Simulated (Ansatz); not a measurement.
Relaxed-ion elastic tensor of CdS (rock salt, Fm-3m) in GPa (Voigt order), plane-wave PAW r²SCAN (Ansatz code); density 5.92 g/cm³, 20.27 Å³ per atom.

```
 137  55.2  55.2   0.0   0.0   0.0
55.2   137  55.2   0.0   0.0   0.0
55.2  55.2   137   0.0   0.0   0.0
 0.0   0.0   0.0  37.3   0.0   0.0
 0.0   0.0   0.0   0.0  37.3   0.0
 0.0   0.0   0.0   0.0   0.0  37.3
```

Is the crystal mechanically stable?

Yes: the smallest eigenvalue of C is 37.3 GPa.

Work out the Voigt, Reuss and Hill averages.

K_V = 82.4, K_R = 82.4, K_H = 82.4; G_V = 38.7, G_R = 38.7, G_H = 38.7 GPa.

Give Young's modulus, Poisson's ratio, Pugh's ratio and the universal anisotropy index.

E = 9KG/(3K + G) = 100 GPa; ν = 0.30; K/G = 2.13 (ductile by the Pugh limit of 1.75); A_U = 5G_V/G_R + K_V/K_R − 6 = 0.01.

Estimate the sound speeds and the Debye temperature.

v_l = √((K + 4G/3)/ρ) = 4760 m/s, v_t = √(G/ρ) = 2560 m/s, mean 2860 m/s; Θ = (h/k)(3n/4πV)^(1/3) v_m = 312 K.

Give the Zener ratio and Young's modulus along [100], [110] and [111].

A = 2C44/(C11 − C12) = 0.91; 1/E = S11 − 2(S11 − S12 − S44/2)Γ with Γ = 0, 1/4, 1/3 gives 105, 99.1, 97.3 GPa.

Solve the Christoffel equation for the three sound speeds along [100], [110], [111].

Eigenvalues of C_ijkl n_j n_l equal ρv². In km/s, slowest first: [100] 2.51, 2.51, 4.81; [110] 2.51, 2.63, 4.75; [111] 2.59, 2.59, 4.73.

This is a known high-pressure phase of the composition, computed here at zero pressure and temperature. The r²SCAN relaxation kept the symmetry of its start; its stability against distortions is not shown here.

Potentials: the later of the program's two PAW sets.
